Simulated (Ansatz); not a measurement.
Ir (fcc (Cu type)), relaxed and computed with several functionals in Ansatz (plane waves, PAW).

```
functional  a (Å)
----------  -----
r²SCAN      3.845
PBEsol      3.830
r²SCAN+D4   3.836
LDA             ?
PBE+D3(BJ)  3.840
PBE         3.870
```

Question: Complete the blanks.

Answer: 
- LDA, a (Å): 3.811

All cells were relaxed under the symmetry of their starts (and spin orders); stability against distortions was not tested throughout. Named crystals with no word on spin ran without spin polarisation. Spin–orbit coupling is left out wherever it is not named.

Potentials: the earlier of the program's two PAW sets. The files were generated under PBE; for other functionals the program regenerates the frozen cores, and for LDA and PBEsol the local potential too.

Ansatz (a quantum-chemistry and plane-wave program) is a plane-wave DFT program.
